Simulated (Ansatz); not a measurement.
NbC:
```xyz
4
Lattice="3.0945 0.0000 0.0000 -1.5472 2.6799 0.0000 0.0000 0.0000 5.2998" Properties=species:S:1:pos:R:3 pbc="T T T"
Nb     1.5472     0.8933     3.9749
Nb     0.0000     1.7866     1.3250
C      0.0000     0.0000     0.0000
C      0.0000     0.0000     2.6499
```

Relaxed with PBEsol. Special points in fractions of this cell's reciprocal vectors: Γ (0.000, 0.000, 0.000); M (0.500, 0.000, 0.000); K (0.333, 0.333, 0.000); A (0.000, 0.000, 0.500); L (0.500, 0.000, 0.500); H (0.333, 0.333, 0.500).

### Question
List the band energies nearest the Fermi level at these points for plane-wave PAW PBEsol with spin–orbit coupling (Ansatz code).

### Answer
In eV from the Fermi level; about four levels below and three above (degenerate sets whole), none deeper than 8.9 eV; points with the same levels are listed once.

```
k                    below                                    above
-  -----------------------  ---------------------------------------
Γ  -0.56 -0.56 -0.42 -0.42                      0.38 0.38 0.45 0.45
M  -3.11 -3.11 -1.06 -1.06                      0.05 0.05 2.33 2.33
K  -4.62 -4.62 -1.72 -1.72                      0.18 0.18 0.27 0.27
A  -3.37 -3.37 -3.37 -3.37  1.55 1.55 1.55 1.55 1.55 1.55 1.55 1.55
L  -3.17 -3.17 -3.17 -3.17                      0.34 0.34 0.34 0.34
H  -3.10 -3.10 -2.96 -2.96                      0.67 0.67 0.77 0.77
```

Space group P6_3/mmc (NiAs type). The workflow started from a Materials Project entry (that database holds measured and hypothetical structures alike); the Crystallography Open Database copy checked does not list it. It is not the phase usual at ambient conditions (space group No. 225). The PBEsol relaxation kept the symmetry of its start; whether a distortion lowers the energy is not shown. No spin polarisation was allowed.

Potentials: the later of the program's two PAW sets.
